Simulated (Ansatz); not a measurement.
## FePt: do energies and stresses tell the same story?

These are results of DFT PBEsol, scalar-relativistic, plane waves, PAW in Ansatz 0.2.0, not measurements.

Cutoff 420 eV; k points 16×16×12 on the computed 2-atom cell (Γ-centred); Gaussian smearing, width 0.10 eV; collinear spin from starting moments 3.17 0.41 μB.

Relaxed cell: P4/mmm, a = 2.687 Å, b = 2.687 Å, c = 3.717 Å, α = 90.00°, β = 90.00°, γ = 90.00°, 2 atoms in the primitive cell. Whether it is the stable form of this composition wasn't checked.

Energies at zero smearing and pressures from the stress tensor, at volumes with shape and atoms relaxed:
```tsv
V (Å³/atom)	E − E(first) (meV/atom)	P (GPa)
11.807	0.00	40.32
12.210	-85.08	27.52
12.613	-140.30	16.68
13.015	-170.26	7.53
13.418	-179.29	0.00
13.820	-171.25	-6.31
14.223	-148.54	-11.64
14.759	-99.45	-17.34
```

**Question.** Check P = −dE/dV between neighbouring volumes, and get the bulk modulus from the pressures alone.

**Answer.** With 1 eV/Å³ = 160.2 GPa:
```
middle V (Å³/atom)  −ΔE/ΔV (GPa) mean P (GPa)
            12.009        33.866        33.922
            12.411        21.976        22.101
            12.814        11.925        12.105
            13.216         3.594         3.768
            13.619        -3.198        -3.152
            14.021        -9.040        -8.972
            14.491       -14.654       -14.486
```

The two differ by 0.18 GPa at most. The mean of two end pressures misses the average over a step by about ΔV² P″/12, up to 0.18 GPa here; with that taken off 0.13 GPa remains. The stress is the derivative of the free energy, not of the energy at zero smearing, and with free energies 0.04 GPa remains. The largest site moment goes from 2.59 to 3.07 μB along the series, which bends P(V). Around V = 13.418 Å³/atom, the two neighbours give B = −V ΔP/ΔV = 13.418 × 13.84 / 0.805 = 230.7 GPa, against B0 = 230.7 GPa from the Birch–Murnaghan fit of the energies.

Spin-orbit coupling is left out, which matters for the bands of heavy elements. Only parallel moments were tried here.

Only this magnetic start was tried.